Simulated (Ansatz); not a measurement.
GeAs:
```cif
data_As6Ge6
_chemical_formula_sum 'Ge6 As6'
_space_group_name_H-M_alt 'P 1'
_space_group_IT_number 1
_cell_length_a 7.73178
_cell_length_b 7.73178
_cell_length_c 9.28282
_cell_angle_alpha 81.610
_cell_angle_beta 98.390
_cell_angle_gamma 151.546
loop_
_space_group_symop_operation_xyz
  'x, y, z'
loop_
_atom_site_label
_atom_site_type_symbol
_atom_site_fract_x
_atom_site_fract_y
_atom_site_fract_z
_atom_site_occupancy
Ge1 Ge 0.62552 0.37448 0.92690 1
Ge2 Ge 0.37448 0.62552 0.07310 1
Ge3 Ge 0.74849 0.25151 0.78373 1
Ge4 Ge 0.25151 0.74849 0.21627 1
Ge5 Ge 0.06940 0.93060 0.58830 1
Ge6 Ge 0.93060 0.06940 0.41170 1
As1 As 0.02880 0.97120 0.83689 1
As2 As 0.97120 0.02880 0.16311 1
As3 As 0.35294 0.64706 0.80625 1
As4 As 0.64706 0.35294 0.19375 1
As5 As 0.66445 0.33555 0.53723 1
As6 As 0.33555 0.66445 0.46277 1
```

Relaxed with LDA.

Task: Which orbitals make up the states near the band edges in DFT-LDA in the program Ansatz with PAW potentials?

Result: Top 1 eV of the valence band: As 4p 51 %, Ge 4p 34 %, As 4s 9 %. Bottom 1 eV of the conduction band: As 4p 39 %, Ge 4p 26 %, Ge 4s 21 %, As 4s 7 %, outside the projected shells 7 %. Projections are on Löwdin-orthogonalised atomic valence shells; empty p or d shells of many metals are not among them.

Task: Tabulate the density of states.

Result: States/eV per cell of 12 atoms, in 0.25 eV bins, energy from the valence-band maximum.

| E (eV) | total | As 4p | Ge 4p | Ge 4s |
|---|---|---|---|---|
| -7.89 | 4.18 | 1.05 | 0.65 | 1.78 |
| -7.64 | 4.19 | 1.09 | 0.64 | 1.76 |
| -7.39 | 3.97 | 1.08 | 0.63 | 1.58 |
| -7.14 | 3.47 | 0.91 | 0.57 | 1.28 |
| -6.89 | 2.17 | 0.59 | 0.36 | 0.75 |
| -6.64 | 1.84 | 0.54 | 0.27 | 0.65 |
| -6.39 | 1.52 | 0.43 | 0.20 | 0.54 |
| -6.14 | 1.58 | 0.49 | 0.18 | 0.57 |
| -5.89 | 1.33 | 0.43 | 0.13 | 0.47 |
| -5.64 | 0.91 | 0.30 | 0.10 | 0.30 |
| -5.39 | 0.99 | 0.43 | 0.31 | 0.15 |
| -5.14 | 2.71 | 1.39 | 1.12 | 0.11 |
| -4.89 | 5.51 | 2.91 | 2.29 | 0.16 |
| -4.64 | 7.19 | 3.79 | 2.87 | 0.28 |
| -4.39 | 6.02 | 3.14 | 2.37 | 0.29 |
| -4.14 | 5.38 | 2.87 | 2.06 | 0.24 |
| -3.89 | 5.57 | 2.93 | 2.20 | 0.21 |
| -3.64 | 7.35 | 3.96 | 2.88 | 0.23 |
| -3.39 | 7.18 | 3.97 | 2.72 | 0.20 |
| -3.14 | 7.17 | 4.00 | 2.68 | 0.19 |
| -2.89 | 7.74 | 4.30 | 2.90 | 0.20 |
| -2.64 | 8.23 | 4.55 | 3.11 | 0.20 |
| -2.39 | 8.32 | 4.56 | 3.17 | 0.17 |
| -2.14 | 8.61 | 4.84 | 3.11 | 0.19 |
| -1.89 | 7.83 | 4.42 | 2.77 | 0.17 |
| -1.64 | 6.87 | 3.83 | 2.43 | 0.14 |
| -1.39 | 5.86 | 3.27 | 2.00 | 0.13 |
| -1.14 | 4.53 | 2.47 | 1.55 | 0.10 |
| -0.89 | 3.91 | 2.07 | 1.32 | 0.11 |
| -0.64 | 1.94 | 1.00 | 0.66 | 0.06 |
| -0.39 | 1.11 | 0.54 | 0.39 | 0.04 |
| -0.14 | 0.57 | 0.27 | 0.20 | 0.02 |
| 0.11 | 0.00 | 0.00 | 0.00 | 0.00 |
| 0.36 | 0.37 | 0.15 | 0.07 | 0.09 |
| 0.61 | 2.26 | 0.87 | 0.55 | 0.51 |
| 0.86 | 4.97 | 1.93 | 1.29 | 1.04 |
| 1.11 | 6.80 | 2.63 | 1.94 | 1.30 |
| 1.36 | 6.99 | 2.75 | 2.14 | 1.15 |
| 1.61 | 7.55 | 2.98 | 2.44 | 1.07 |
| 1.86 | 6.29 | 2.50 | 2.12 | 0.76 |
| 2.11 | 7.00 | 2.66 | 2.63 | 0.68 |
| 2.36 | 7.82 | 2.89 | 3.08 | 0.66 |
| 2.61 | 8.23 | 2.93 | 3.40 | 0.59 |
| 2.86 | 7.73 | 2.68 | 3.30 | 0.50 |
| 3.11 | 7.04 | 2.47 | 2.99 | 0.40 |
| 3.36 | 7.70 | 2.71 | 3.31 | 0.37 |
| 3.61 | 7.09 | 2.43 | 3.02 | 0.32 |
| 3.86 | 7.16 | 2.27 | 3.18 | 0.27 |
| 4.11 | 6.85 | 2.21 | 2.97 | 0.27 |
| 4.36 | 7.95 | 2.45 | 3.54 | 0.30 |
| 4.61 | 8.37 | 2.38 | 3.80 | 0.26 |
| 4.86 | 7.34 | 2.05 | 3.24 | 0.23 |

Space group C2/m. The start of the workflow was typed in or built on a structure type; neither database checked (COD, Materials Project) lists it. Whether it is the stable phase at ambient conditions was not checked. The cell was relaxed with LDA under the symmetry of its start; its stability against distortions is not shown here. The volume moved by -23 % from the start of the relaxation. A crystal of weakly bound layers computed without a dispersion correction: the cell and the soft elastic constants depend strongly on that. Spin–orbit coupling is left out wherever it is not named.

Potentials: the earlier of the program's two PAW sets.
